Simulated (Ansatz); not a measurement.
WB2 (space group P6_3/mmc)

```yaml
crystal:
  lattice:
    - [3.00258, 0.00000, 0.00000]
    - [-1.50129, 2.60031, 0.00000]
    - [0.00000, 0.00000, 13.92404]
  atoms:
    - { symbol: B, position: [0.33333, 0.66667, 0.52344] }
    - { symbol: B, position: [0.66667, 0.33333, 0.47656] }
    - { symbol: B, position: [0.66667, 0.33333, 0.02344] }
    - { symbol: B, position: [0.33333, 0.66667, 0.97656] }
    - { symbol: B, position: [0.00000, 0.00000, 0.25000] }
    - { symbol: B, position: [0.00000, 0.00000, 0.75000] }
    - { symbol: B, position: [0.66667, 0.33333, 0.25000] }
    - { symbol: B, position: [0.33333, 0.66667, 0.75000] }
    - { symbol: W, position: [0.33333, 0.66667, 0.13563] }
    - { symbol: W, position: [0.66667, 0.33333, 0.86437] }
    - { symbol: W, position: [0.66667, 0.33333, 0.63563] }
    - { symbol: W, position: [0.33333, 0.66667, 0.36437] }
```

The slice is a (0001) plane (indices of the conventional cell) through the point (0.667, 0.333, 0.636) (fractional), spanned by u = [110] and v = [1 -1 0] in vectors of this cell: u (3.00 Å) and v (5.20 Å, at 90° to u). It covers one period; positions are fractions (u, v).

The numbers are results of PBEsol (plane waves to 420 eV, PAW, scalar-relativistic; Ansatz, an electronic-structure program), not measurements. k mesh 14×14×3. Near the nuclei the fields are pseudised (PAW); where an atom keeps semicore shells as valence, they peak there. Spin-orbit coupling is left out, though W is heavy. WB2 is run without spin polarisation. WB2 was relaxed with its symmetry unable to fall.

Three fields on this plane, each scaled to ten steps between its own extremes (0 low, 9 high; the total valence density on a logarithmic scale, the potential cut 8 eV below its top; x marks points blanked near nuclei; v = 0 in the bottom row):

Map A
```
|xxxx7310137xxx|
|xxx952000259xx|
|xx96310001369x|
|77531000001357|
|32210000000122|
|11000000000001|
|00001223221000|
|00013577753100|
|001369xxx96310|
|00259xxxxx9520|
|0137xxxxxxx731|
|0138xxxxxxx831|
|0137xxxxxxx731|
|00259xxxxx9520|
|001369xxx96310|
|00013577753100|
|00001223221000|
|00000011100000|
|32210000000122|
|77531000001357|
|xx96310001369x|
|xxx952000259xx|
|xxxx7310137xxx|
|xxxx8310138xxx|
```

Map B
```
|xxxx0057500xxx|
|xxx001686100xx|
|xx00048984000x|
|00003799973000|
|00146899986410|
|56677666667766|
|88864100014688|
|99730000000379|
|984000xxx00048|
|86100xxxxx0016|
|7500xxxxxxx005|
|7500xxxxxxx005|
|7500xxxxxxx005|
|86100xxxxx0016|
|984000xxx00048|
|99730000000379|
|99864100014689|
|66677665667766|
|00146888886410|
|00003799973000|
|xx00048984000x|
|xxx001686100xx|
|xxxx0057500xxx|
|xxxx0057500xxx|
```

Map C
```
|xxxx5024205xxx|
|xxx920353029xx|
|xx94014541049x|
|54201356531024|
|00013555553100|
|01244322234421|
|33331000001333|
|33200256520023|
|320039xxx93002|
|31029xxxxx9201|
|3104xxxxxxx401|
|4206xxxxxxx602|
|4205xxxxxxx502|
|53029xxxxx9203|
|541049xxx94014|
|65310245420135|
|55531000001355|
|22344210124432|
|00013333333100|
|65200233320025|
|xx93002320039x|
|xxx920131029xx|
|xxxx4013104xxx|
|xxxx6024206xxx|
```

### Question
Assign the maps to these fields: electron localisation function (ELF); valence electron density; electrostatic potential energy of an electron, from the cell's mean.

### Answer
A is the valence electron density; B is the electrostatic potential energy of an electron, from the cell's mean; C is the electron localisation function (ELF).
